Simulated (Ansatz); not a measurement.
A generator proposed this cell of Sb₅O.

```cif
data_structure
_symmetry_space_group_name_H-M 'P 1'
_symmetry_Int_Tables_number 1
_cell_length_a 6.1829
_cell_length_b 6.1829
_cell_length_c 6.1829
_cell_angle_alpha 104.451
_cell_angle_beta 104.451
_cell_angle_gamma 120.059
_cell_volume 177.22
loop_
_atom_site_label
_atom_site_type_symbol
_atom_site_fract_x
_atom_site_fract_y
_atom_site_fract_z
_atom_site_occupancy
Sb1 Sb 0.50000 0.50000 0.00000 1
Sb2 Sb 0.50000 0.84486 0.34486 1
Sb3 Sb 0.50000 0.15514 0.65514 1
Sb4 Sb 0.84486 0.50000 0.34486 1
Sb5 Sb 0.15514 0.50000 0.65514 1
O1 O 0.00000 0.00000 0.00000 1
```

The calculation used DFT PBE, scalar-relativistic, plane waves, PAW in Ansatz 0.2.0. Cutoff 420 eV; k points 4×4×4 on the computed 6-atom cell (Γ-centred); Gaussian smearing, width 0.10 eV; no spin polarisation.

The zero of energy is the elements' standard structures at the same level (O₂ as a molecule); no fitted shifts are applied.

Question: Estimate its pressure, forces and energy as it stands.

Answer: The pressure is 16.4 GPa (the mean over three directions, positive in compression), the largest force is 4.01 eV/Å, and the energy is +1.60 eV/atom against the elements. The shortest distance is 2.35 Å.

Question: How much does it gain on relaxing, and where does it end?

Answer: Relaxing gains about 1.5 eV/atom (the start's value is from the coarse mesh, so the gain is rough) in 21 ionic steps and ends at +0.08 eV/atom on the finer mesh. The symmetry stays I4/mmm (No. 139). The volume per atom grows by 5.9 %, from 29.5 to 31.3 Å³. The shortest distance goes from 2.35 Å (Sb–Sb) to 2.06 Å (Sb–O). The ratio c/a of the conventional cell changes by a factor of 0.53. Conventional cell: a = 9.536 Å, c = 4.128 Å. Around Sb on a site of symmetry 4/mmm lie 2 O at 2.06 Å and 4 Sb at 3.09 Å; around Sb on a site of symmetry m2m lie 5 Sb at 3.09–3.14 Å, 1 Sb at 3.35 Å and 2 O at 3.72 Å; O is surrounded by 2 Sb at 2.06 Å and 8 Sb at 3.72 Å.

The last run used a 10×10×10 mesh for its 6-atom cell and Gaussian smearing of 0.10 eV. These runs have no spin–orbit coupling, which can matter for Sb. The relaxation can't lower the symmetry of the start. A structure relaxed within its symmetry needn't be a true minimum.
